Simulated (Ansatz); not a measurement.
## CaC$_{2}$: tetragonal deformation path

Computed with Ansatz, DFT PBEsol, scalar-relativistic, plane waves, PAW. Cutoff 420 eV, Γ-centred 12×12×12 k-points, Gaussian smearing of 0.05 eV. No spin polarisation. Energies are free energies at this smearing, counted from the undisturbed cell; pressure is positive in compression.

The starting cell (as given, not relaxed at this level; it stands at -1.4 GPa, and it needn't be the usual structure):

```
CELL_PARAMETERS angstrom
-1.93430 1.93430 3.20211
1.93430 -1.93430 3.20211
1.93430 1.93430 -3.20211
ATOMIC_POSITIONS crystal
Ca 0.00000 0.00000 0.00000
C 0.59789 0.59789 0.00000
C 0.40211 0.40211 0.00000
```

At fixed volume and fractional coordinates, lengths along (0.000, 0.000, 1.000) are scaled against those across it; ρ is that ratio over its starting value.

```tsv
ρ	ΔE (meV/atom)
0.800	862.6
0.850	431.9
0.920	107.6
0.960	26.4
1.000	0.0
1.050	25.3
1.100	98.3
1.200	335.5
1.300	639.3
```

Question: Predict the gap on the mesh (eV) at each point.

Answer:
```
    ρ  gap on the mesh (eV)
0.800                  1.84
0.850                  1.86
0.920                  1.63
0.960                  1.45
1.000                  1.21
1.050                  0.91
1.100                  0.62
1.200                  0.15
1.300                  0.00
```
Where the gap reads zero the k-mesh, chosen for the insulator, is on the coarse side.